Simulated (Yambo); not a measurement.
G0W0@LDA for GaP (zinc blende, space group F-43m, No. 216) in Yambo. Reference settings: 4×4×4 Γ-centred k mesh, 151 bands and a 14 Ry block in the screening, 151 bands in G with the Bruneval-Gonze terminator, plasmon pole fitted at 27.2 eV. The LDA gap Γ → X on this mesh is 1.44 eV; G0W0 gaps are taken between the same points.

Gap (Γ → X) in eV against the number of bands and the screening block, terminator on:

```tsv
bands (W and G)	2 Ry	5 Ry	8 Ry	11 Ry	14 Ry
28	1.932	2.127	2.186	2.196	2.202
50	1.881	2.122	2.206	2.221	2.232
78	1.869	2.123	2.226	2.246	2.260
114	1.863	2.125	2.240	2.265	2.282
151	1.860	2.126	2.246	2.274	2.295
```

Rough cost of the Yambo step against the reference (shared machines):

```tsv
bands (W and G)	2 Ry	5 Ry	8 Ry	11 Ry	14 Ry
28	1/10	1/10	1/10	1/8	1/5
50	1/8	1/8	1/6	1/5	1/3
78	1/6	1/6	1/4	1/4	1/2
114	1/4	1/4	1/3	1/2	~1
151	1/3	1/3	1/2	~1	1
```

At the largest block the last step in bands moves the gap by 0.013 eV; at the most bands the last step in the block moves it by 0.021 eV.

Spin-orbit splittings are left out.

The standard potential for Ga keeps a d shell in the valence without the s and p states of that shell. In tests on such compounds this moved G0W0 gaps by up to about 0.9 eV, so absolute quasiparticle energies here are unreliable; differences between settings are what counts.

Geometry relaxed with LDA; primitive cell a = b = c = 3.8099 Å, α = β = γ = 60.00°.
